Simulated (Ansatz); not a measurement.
LiCl:
```cif
data_Cl4Li4
_chemical_formula_sum 'Li4 Cl4'
_space_group_name_H-M_alt 'Fm-3m'
_space_group_IT_number 225
_space_group_name_Hall '-F 4 2 3'
_cell_length_a 4.96422
_cell_length_b 4.96422
_cell_length_c 4.96422
_cell_angle_alpha 90.000
_cell_angle_beta 90.000
_cell_angle_gamma 90.000
loop_
_atom_site_label
_atom_site_type_symbol
_atom_site_symmetry_multiplicity
_atom_site_Wyckoff_symbol
_atom_site_fract_x
_atom_site_fract_y
_atom_site_fract_z
_atom_site_occupancy
Li1 Li 4 a 0.00000 0.00000 0.00000 1
Cl1 Cl 4 b 0.50000 0.50000 0.50000 1
```
(The calculation used a cell of 2 atoms; values per cell refer to that cell.)

Relaxed with LDA.

**Question.** Give the optical modes at the zone centre with their infrared and Raman activity from DFPT, the program Ansatz at the LDA level (PAW).

**Answer.** Transverse frequencies, without the LO–TO term; a row sums one degenerate level.

```
ω (cm⁻¹)  degeneracy  IR ((D/Å)²/amu)  Raman (Å⁴/amu)  activity  symmetry
--------  ----------  ---------------  --------------  --------  --------
228                3            16.17               0        IR       T1u
```

**Question.** How high does the top mode go among those that the LO–TO term moves?

**Answer.** 412 cm⁻¹ for q along x.

The cell was relaxed with LDA under the symmetry of its start.

Potentials: the earlier of the program's two PAW sets. The files were generated under PBE; for other functionals the program regenerates the frozen cores, and for LDA and PBEsol the local potential too.
